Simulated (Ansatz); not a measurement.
Polymorphs of ZnS, each relaxed with plane-wave PAW PBEsol (Ansatz code):

A: zinc blende (F-43m)
a = b = c = 5.3564 Å, α = β = γ = 90.00°

| atom | site | symmetry | x | y | z |
|---|---|---|---|---|---|
| Zn | 4a | -43m | 0.0000 | 0.0000 | 0.0000 |
| S | 4c | -43m | 0.2500 | 0.2500 | 0.2500 |

B: NiAs type (P6_3/mmc)
a = b = 3.5649 Å, c = 5.8165 Å, α = β = 90.00°, γ = 120.00°

```json
[
 {"atom": "Zn", "site": "2a", "symmetry": "-3m.", "x": "0.0000", "y": "0.0000", "z": "0.0000"},
 {"atom": "S", "site": "2c", "symmetry": "-6m2", "x": "0.3333", "y": "0.6667", "z": "0.2500"}
]
```

Question: Order them by energy per atom at 0 K (lowest first) at the level PBEsol.

Answer: A (+0 meV/atom), B (+295 meV/atom)

Question: Give each one's gap.

Answer: A 2.08 eV; B 0.27 eV.

Typed or built starts, not in the databases checked: B. Not the usual ambient phase: B. All cells were relaxed under the symmetry of their starts (and spin orders); stability against distortions was not tested throughout.

Energies hold the estimated change up to a 700 eV cutoff; steps of a few meV lie near the error of the meshes.

Potentials: the earlier of the program's two PAW sets. The files were generated under PBE; for other functionals the program regenerates the frozen cores, and for LDA and PBEsol the local potential too.
